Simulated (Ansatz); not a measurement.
Input file for Ansatz (a quantum-chemistry and plane-wave program):

Ansatz 0.2 input:
```yaml
crystal:
  lattice:
    - [2.9633649005, 0.0, 0.0]
    - [0.0, 2.9633649005, 0.0]
    - [0.0, 0.0, 2.9633649005]
  atoms:
    - { symbol: Cu, position: [0.0, 0.0, 0.0] }
    - { symbol: Zn, position: [0.5, 0.5, 0.5] }
kpoints:
  mp_grid: { grid: [14, 14, 14] }
hamiltonian:
  xc: pbe
  pseudopotentials: { kind: paw }
scf:
  occupations: { method: fermi_dirac, width: 0.1 }
phonons:
  method: dfpt
  response_accuracy: low
  eigenvectors: true
  rigid_motions: translations
```

Output (shortened):

```
Pseudopotential: Cu, paw, valence charge 19
Pseudopotential: Zn, paw, valence charge 12
Functional definition: PBE
Crystal: 2 atoms, lattice volume = 26.023 Å³
Basis set: ecut = 420 eV, 485 PW (Γ), exchange–correlation on 40×40×40 points (8 copies of the dense FFT grid, shifted against one another)
Bands: 20, of which v1, the nominal top of the filled ones, is band 16 counted from 1 (15 counted from 0)
Symmetry: 48 space group operations
k-points: 288 of 2744 (irreducible under 8 space group operations, time reversal used)
SCF iter   1: F=—  HF=-9944.394412 eV  |F-HF|=—  |Δ(HF+E_count)|=         —  Δρ=1.92e-3  dr2=5.47e-4  ethr=1.77e-3  ⟨swp⟩=5.2  Hψ=24463  notcnv=0
preconditioner: auto → none
SCF iter   2: F=—  HF=-9944.395019 eV  |F-HF|=—  |Δ(HF+E_count)|=   6.06e-4  Δρ=7.90e-4  dr2=8.82e-5  ethr=1.76e-6  ⟨swp⟩=2.2  Hψ=12445  notcnv=0
SCF iter   3: F=—  HF=-9944.395045 eV  |F-HF|=—  |Δ(HF+E_count)|=   2.64e-5  Δρ=3.62e-4  dr2=2.26e-5  ethr=2.85e-7  ⟨swp⟩=1.5  Hψ=7296  notcnv=0
SCF iter   4: F=—  HF=-9944.395041 eV  |F-HF|=—  |Δ(HF+E_count)|=   3.80e-6  Δρ=8.88e-5  dr2=1.13e-6  ethr=7.31e-8  ⟨swp⟩=2.2  Hψ=8126  notcnv=0
SCF iter   5: F=—  HF=-9944.395039 eV  |F-HF|=—  |Δ(HF+E_count)|=   2.39e-6  Δρ=2.11e-5  dr2=1.69e-7  ethr=3.66e-9  ⟨swp⟩=2.2  Hψ=8161  notcnv=0
SCF iter   6: F=—  HF=-9944.395039 eV  |F-HF|=—  |Δ(HF+E_count)|=   6.50e-8  Δρ=1.11e-5  dr2=4.85e-8  ethr=5.45e-10  ⟨swp⟩=2.0  Hψ=9074  notcnv=0
SCF iter   7: F=—  HF=-9944.395039 eV  |F-HF|=—  |Δ(HF+E_count)|=   1.31e-8  Δρ=6.84e-6  dr2=1.34e-8  ethr=1.56e-10  ⟨swp⟩=1.0  Hψ=5797  notcnv=0
SCF iter   8: F=—  HF=-9944.395039 eV  |F-HF|=—  |Δ(HF+E_count)|=   2.29e-9  Δρ=5.28e-7  dr2=7.30e-11  ethr=4.34e-11  ⟨swp⟩=2.3  Hψ=8155  notcnv=0
SCF iter   9: F=-9944.395039 eV  HF=-9944.395039 eV  |F-HF|=3.64e-12  |Δ(HF+E_count)|=  5.46e-12  Δρ=1.71e-7  dr2=9.10e-12  ethr=1.00e-12  ⟨swp⟩=5.9  Hψ=25933  notcnv=0
SCF 1 converged in 9 iterations: F = -9944.395039 eV  dr2 = 9.10e-12
DFPT response loops at Γ: preconditioner auto → Kerker (q_TF=auto, 2.809 Å⁻¹) (partly filled bands, converged f_vac=0.000) …
SCF converged after 9 iterations
Free energy (F): -9944.395039 eV
Harris-Foulkes:  -9944.395039 eV  (|F-HF|=3.64e-12)
Internal energy: -9944.380223 eV  (E = F + TS)
E sigma→0 (E₀):  -9944.387631 eV
Entropy (-TS):   -0.014816 eV (-7.408 meV/atom)
Fermi energy:    14.184472 eV
--- Per-component energies (eV) ---
  E_band       = -326.964448
  E_kinetic    = 431.204661
  E_local      = -5836.781796  (includes V_loc(G=0)·N_el)
  E_nonlocal   = 1001.531588
  E_hartree    = 2545.640185
  E_xc         = -227.444985
  E_vxc        = -168.458676  (∫ρ·V_xc dr)
  E_paw        = -3488.831283  (= ΣΔE_a)
  E_vpaw       = -845.740302  (= ΣTr[D̂ρ^β])
  E_aug_tail   = -0.000145  (compensation charges beyond the density's cutoff)
  E_ewald      = -4369.698448
  E_smearing   = -0.014816  (= −TS)
  E_closure    = 0.000000  (closes the sum)
  Σ components = -9944.395039   (vs F -9944.395039, Δ=0.00e0)
  [band-id]    e_kinetic+e_local+e_nonlocal+2·e_hartree+e_vxc+e_vpaw+e_augmentation_tail = -326.964300   (vs E_band -326.964448, Δ=1.48e-4)
--- Band table (eV; the first three rows and the last of 288) ---
  k-point 0: bands = ["-98.7818", "-56.1513", "-56.1513", "-56.1513", "3.9481", "6.4101", "6.4101", "7.0792", "7.0792", "7.0792", "10.6668", "10.6668", "11.5005", "11.5005", "11.5005", "20.2896", "20.2896", "20.2896", "25.2880", "25.2880"]
  k-point 1: bands = ["-98.7817", "-56.1518", "-56.1513", "-56.1513", "4.0393", "6.4204", "6.4294", "7.0712", "7.0712", "7.0831", "10.6617", "10.6753", "11.4699", "11.4699", "11.4970", "19.4150", "20.4283", "20.4283", "25.3359", "25.6933"]
  k-point 2: bands = ["-98.7817", "-56.1531", "-56.1512", "-56.1512", "4.3102", "6.4492", "6.4856", "7.0489", "7.0489", "7.0941", "10.6473", "10.6938", "11.3869", "11.3869", "11.4872", "17.7157", "20.8349", "20.8349", "25.4809", "25.9235"]
  k-point 287: bands = ["-98.7803", "-56.1589", "-56.1589", "-56.1589", "6.5176", "6.5176", "6.5176", "7.3684", "7.3684", "9.9695", "9.9695", "9.9695", "11.7537", "11.7537", "17.8838", "18.4397", "18.4397", "18.4397", "18.6389", "18.6389"]
--- Phonons (Γ-DFPT): 2 representative perturbations + reference, on 288 of 2744 k-points (Σ response iterations 6) ---
  ASR residual: 2.938e-4 → 0.000e0 eV/Å²; symmetrization residual: 2.589e-5 eV/Å²
  ASR residual per site (eV/Å²): 2.94e-4 1.25e-4
  Γ frequencies (cm⁻¹): 0.00 0.00 0.00 193.80 193.80 193.80
  non-analytic LO–TO correction: not included (Born effective charges unavailable; polar crystals: no LO–TO splitting at Γ)
```

Cost: very roughly 21 core-seconds on shared cores.

Space group Pm-3m (CsCl type). The PBE relaxation kept the symmetry of its start; phonons on a q-mesh show no instability. No spin polarisation was allowed. As this level gives no gap, phonon frequencies hold no LO–TO term and depend on the k-mesh and smearing (Fermi–Dirac, 0.1 eV here).

Potentials: the later of the program's two PAW sets.

Ansatz is a plane-wave DFT program.
